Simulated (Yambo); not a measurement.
G0W0@PBEsol for AlPO$_{4}$ (space group P6_3mc, No. 186) in Yambo. Reference settings: 3×3×1 Γ-centred k mesh, 297 bands and a 7 Ry block in the screening, 297 bands in G with the Bruneval-Gonze terminator, plasmon pole fitted at 27.2 eV. The PBEsol gap Γ → Γ on this mesh is 5.55 eV; G0W0 gaps are taken between the same points.

The settings were changed. The gap went from 8.45 eV to 8.32 eV, and the shift of the valence edge from -1.97 eV to -1.75 eV.

Q: What was changed between the two runs?
A. 138 bands in W
B. 191 bands in G, no terminator
C. no terminator
D. 191 bands in W, 191 bands in G

A: C, no terminator. The others gave (gap, valence shift): 138 bands in W: 8.50, -1.87 eV; 191 bands in G, no terminator: 8.21, -1.59 eV; 191 bands in W, 191 bands in G: 8.46, -1.91 eV.

Geometry of the Materials Project entry, not relaxed at this level; primitive cell a = b = 5.286 Å, c = 8.629 Å, α = β = 90.00°, γ = 120.00°.

A shift is the quasiparticle energy of the state minus its PBEsol energy.
